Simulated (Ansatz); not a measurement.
Space group Fd-3m:1 (No. 227). a = 7.441 Å, b = 7.441 Å, c = 7.441 Å, α = 90.00°, β = 90.00°, γ = 90.00°
```csv
atom,site,symmetry,x,y,z
Zr,8a,-43m,0.5000,0.0000,0.5000
V,16d,.-3m,0.1250,0.6250,0.1250
```

Equation of state of this ZrV$_{2}$ structure (not necessarily the ground state), with shape and atoms relaxed at each volume where symmetry leaves them free. It has no gap at any of these volumes. These are results of Ansatz 0.2.0, DFT r2SCAN, scalar-relativistic, plane waves, PAW, not measurements.

Plane waves to 500 eV, a k mesh through Γ of 8×8×8 on the computed 6-atom cell and Gaussian smearing (0.10 eV); collinear spin.

```csv
V (Å³/atom),E − E(largest V) (meV/atom),P (GPa)
15.108,3.27,14.00
15.623,-31.32,7.89
17.168,-61.80,0.00
17.683,-55.75,-3.70
18.198,-38.27,-6.96
18.885,0.00,-10.63
```

Q: Does one Birch–Murnaghan curve describe these points?

A: Not well: the fit leaves 1.12 meV/atom rms, which suggests a change of structure or state along the series.

The state reached may not be the lowest one.

Cost: 6 runs of about 15 core-minutes in all, on Arm Neoverse V2 (shared hosts).